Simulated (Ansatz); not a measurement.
Here is the system:

Ag$_{3}$SI:
```
CELL_PARAMETERS angstrom
      4.86876     0.00000     0.00000
      0.00000     4.86876     0.00000
      0.00000     0.00000     4.86876
ATOMIC_POSITIONS crystal
  Ag 0.50000 0.50000 0.00000
  Ag 0.00000 0.50000 0.50000
  Ag 0.50000 0.00000 0.50000
  S  0.50000 0.50000 0.50000
  I  0.00000 0.00000 0.00000
```

This is the PBEsol-relaxed structure.

**Question.** All from PBEsol (plane waves, PAW; program Ansatz), unless another level is named. Give the bulk modulus (Birch–Murnaghan fit).

**Answer.** 58.7 GPa.

**Question.** Next, the elastic constants (relaxed ions, GPa)?

**Answer.** C11 = 91.7, C12 = 42.3, C44 = 2.0.

Space group Pm-3m (anti-perovskite). The workflow started from an entry of the Crystallography Open Database (COD), which files this formula under 2 space groups. Whether it is the stable phase at ambient conditions was not checked. The PBEsol relaxation kept the symmetry of its start; its stability against distortions is not shown here. The run is not spin-polarised. Spin–orbit coupling is left out wherever it is not named.

Potentials: the later of the program's two PAW sets.
